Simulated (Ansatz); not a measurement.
SrCl2:
```
CELL_PARAMETERS angstrom
      0.00000     3.52048     3.52048
      3.52048     0.00000     3.52048
      3.52048     3.52048     0.00000
ATOMIC_POSITIONS crystal
  Sr 0.00000 0.00000 0.00000
  Cl 0.25000 0.25000 0.25000
  Cl 0.75000 0.75000 0.75000
```

Tensor components refer to the Cartesian frame of this cell.

Problem. Give the high-frequency dielectric tensor and the Born effective charge tensors of the independent atoms from DFPT, PBE (plane waves, PAW; program Ansatz).

Solution. 
ε∞:
```
2.88  0.00  0.00
0.00  2.88  0.00
0.00  0.00  2.88
```
Z* of atom 1 (Sr), rows: field, columns: displacement, in e:
```
2.50  0.00  0.00
0.00  2.50  0.00
0.00  0.00  2.50
```
Z* of atom 2 (Cl), rows: field, columns: displacement, in e:
```
-1.25   0.00   0.00
 0.00  -1.25   0.00
 0.00   0.00  -1.25
```

Static charges for comparison (Bader): Sr1 +1.63, Cl2 -0.81 e. Born charges measure polarisation by displacement and can exceed these by far.

Space group Fm-3m (fluorite). The cell was relaxed with PBE under the symmetry of its start. Scalar-relativistic: spin–orbit coupling is off unless named, which matters more the heavier the elements.

Potentials: the later of the program's two PAW sets.
